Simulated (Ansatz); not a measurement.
CaCd2P2:
```
CaCd2P2
1.0
    4.24693     0.00000     0.00000
   -2.12347     3.67795     0.00000
    0.00000     0.00000     6.92755
Ca Cd P
1 2 2
Direct
  0.00000   0.00000   0.00000
  0.33333   0.66667   0.63828
  0.66667   0.33333   0.36172
  0.66667   0.33333   0.76125
  0.33333   0.66667   0.23875
```

DFT-PBEsol in the program Ansatz with PAW potentials gives a gap of 0.88 eV without spin–orbit coupling, maximum at Γ, minimum at Γ.

Q: What happens when spin–orbit coupling is switched on?

A: The gap drops by 0.02 eV, to 0.86 eV; maximum at Γ, minimum at Γ.

Q: Give the electron effective mass with spin–orbit coupling.

A: 0.092, 0.092, 0.17 mₑ (principal values).

Q: Give the hole effective mass with spin–orbit coupling.

A: 0.13, 0.13, 0.70 mₑ (principal values).

Space group P-3m1. The first step of the workflow began from a Materials Project structure, measured or hypothetical; the Crystallography Open Database files this formula in space group No. 164, but the cells were not matched. Its standing as an ambient phase is unchecked. The cell was relaxed with PBEsol under the symmetry of its start; whether a distortion lowers the energy is not shown.

Potentials: the later of the program's two PAW sets.
